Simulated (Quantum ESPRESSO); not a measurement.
pw.x input (Quantum ESPRESSO 7.5; PBEsol, PseudoDojo standard norm-conserving files, scalar-relativistic):

```
&CONTROL
  calculation = 'scf'
  pseudo_dir = './pseudo'
  outdir = './out'
  tprnfor = .true.
  tstress = .true.
/
&SYSTEM
  ibrav = 0
  nat = 8
  ntyp = 3
  ecutwfc = 86.0
  ecutrho = 344.0
  occupations = 'smearing'
  smearing = 'fd'
  degauss = 0.002
  nbnd = 69
/
&ELECTRONS
  conv_thr = 8e-10
/
ATOMIC_SPECIES
Ga 69.7230 Ga.upf
Se 78.9710 Se.upf
Tl 204.3800 Tl.upf
CELL_PARAMETERS angstrom
 -3.996106382000   3.996106382000   3.221210947000
  3.996106382000  -3.996106382000   3.221210947000
  3.996106382000   3.996106382000  -3.221210947000
ATOMIC_POSITIONS crystal
Ga   0.250000000000   0.750000000000   0.500000000000
Ga   0.750000000000   0.250000000000   0.500000000000
Se   0.836050466900   0.663949533100   0.500000000000
Se   0.163949533100   0.336050466900   0.500000000000
Se   0.663949533100   0.163949533100   0.827899066200
Se   0.336050466900   0.836050466900   0.172100933800
Tl   0.250000000000   0.250000000000   0.000000000000
Tl   0.750000000000   0.750000000000   0.000000000000
K_POINTS automatic
6 6 6 0 0 0
```

End of the output:

```

[...]
     the Fermi energy is     8.5345 ev
!    total energy              =   -1517.35207174 Ry
     estimated scf accuracy    <          1.0E-10 Ry
     smearing contrib. (-TS)   =      -0.00000097 Ry
     internal energy E=F+TS    =   -1517.35207077 Ry
     The total energy is F=E-TS. E is the sum of the following terms:
     one-electron contribution =    -778.49025245 Ry
     hartree contribution      =     444.98428280 Ry
     xc contribution           =    -350.64373318 Ry
     ewald contribution        =    -833.20236795 Ry
     convergence has been achieved in  10 iterations
     Forces acting on atoms (cartesian axes, Ry/au):
     atom    1 type  1   force =     0.00000000    0.00000000    0.00000000
     atom    2 type  1   force =    -0.00000000   -0.00000000    0.00000000
     atom    3 type  2   force =    -0.00338999    0.00338999   -0.00000000
     atom    4 type  2   force =     0.00338999   -0.00338999    0.00000000
     atom    5 type  2   force =    -0.00338999   -0.00338999   -0.00000000
     atom    6 type  2   force =     0.00338999    0.00338999   -0.00000000
     atom    7 type  3   force =     0.00000000    0.00000000    0.00000000
     atom    8 type  3   force =     0.00000000    0.00000000    0.00000000
     Total force =     0.009588     Total SCF correction =     0.000005
     Computing stress (Cartesian axis) and pressure
          total   stress  (Ry/bohr**3)                   (kbar)     P=       -8.84
  -0.00005187  -0.00000000  -0.00000000           -7.63       -0.00       -0.00
  -0.00000000  -0.00005187  -0.00000000           -0.00       -7.63       -0.00
  -0.00000000   0.00000000  -0.00007662           -0.00        0.00      -11.27
```
In a gapped system the printed Fermi energy is only some level inside the gap.

Spin-orbit coupling is not included.

Geometry relaxed with PBE+D3(BJ).
